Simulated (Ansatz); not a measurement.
An elastic tensor (GPa, Voigt order, standard axes) from plane-wave PAW r²SCAN (Ansatz code):

|  | 1 | 2 | 3 | 4 | 5 | 6 |
|---|---|---|---|---|---|---|
| 1 | 106 | 45.4 | 45.4 | 0.0 | 0.0 | 0.0 |
| 2 | 45.4 | 106 | 45.4 | 0.0 | 0.0 | 0.0 |
| 3 | 45.4 | 45.4 | 106 | 0.0 | 0.0 | 0.0 |
| 4 | 0.0 | 0.0 | 0.0 | 55.8 | 0.0 | 0.0 |
| 5 | 0.0 | 0.0 | 0.0 | 0.0 | 55.8 | 0.0 |
| 6 | 0.0 | 0.0 | 0.0 | 0.0 | 0.0 | 55.8 |

Problem. Which compound is it?
(A) Al2Au, fluorite or antifluorite type
(B) Sc3Al, Cu3Au type
(C) AlN, rock salt
(D) AlRu, CsCl type

Solution. B, Sc3Al, Cu3Au type

Space group Pm-3m (Cu3Au type). The workflow started from a Materials Project entry (that database holds measured and hypothetical structures alike); the Crystallography Open Database copy checked does not list it. Its standing as an ambient phase is unchecked. Symmetry was held in the r²SCAN relaxation; whether a distortion lowers the energy is not shown. The run is not spin-polarised. As this level gives no gap, shear constants depend on the k-mesh and smearing (Fermi–Dirac, 0.1 eV here).

Potentials: the later of the program's two PAW sets.
